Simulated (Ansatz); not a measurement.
A geometry of La2O3 away from equilibrium: the start of the relaxation of a relaxed La2O3 cell, doubled along one cell vector, shaken by Gaussian noise of σ = 0.08 Å a coordinate. All values below come from r2SCAN (plane waves to 500 eV, PAW, scalar-relativistic; Ansatz, an electronic-structure program). Γ-centred k-mesh 5×3×5 on the run's cell (coarser than for final values), Fermi–Dirac smearing 0.05 eV.

```xyz
10
Lattice="2.9944 1.7288 2.8834 -5.9888 3.4576 5.7668 0.0000 -3.4576 2.8834" Properties=species:S:1:pos:R:3:forces:R:3 pbc="T T T" free_energy=-28489.897 pressure_GPa=2.3
O     -1.6821     0.1194     4.2821   -0.9797    0.0320   -0.1056
O     -4.6461     1.8899     7.2077   -0.1697   -1.1751   -0.2920
O      0.8093    -1.4118     4.3592    0.8443   -0.4827   -0.8907
O     -2.0810     0.0891     7.1913   -1.1681    0.7106    0.3664
O      0.9643     1.4861     4.3567   -0.4793    0.2998   -0.5204
O     -2.2506     3.2269     7.1857    0.7175    0.0986    0.0219
La     0.0167     0.0844     2.4970   -0.1940   -0.3865   -0.1208
La    -3.0855     1.7052     5.3635    0.6958    0.1914   -0.3779
La    -0.1355    -0.0137     5.9485    1.9618    0.4280    1.2376
La    -2.9393     1.7433     8.9433   -1.2287    0.2839    0.6815
```

Positions in Å, forces in eV/Å, free energy of the cell in eV (comparable only within this code, potentials and settings). Largest force: 2.36 eV/Å, on La9 (atoms numbered as listed); the geometry lies 0.07 eV/atom above the end of its relaxation.

No spin polarisation in the result.

The end of the path is a generated cell of La2O3: the first start was made by placing the elements on the sites of a structure type, and the end was not matched to a known phase here, so it may be hypothetical. Known forms of La2O3 include space group No. 164.
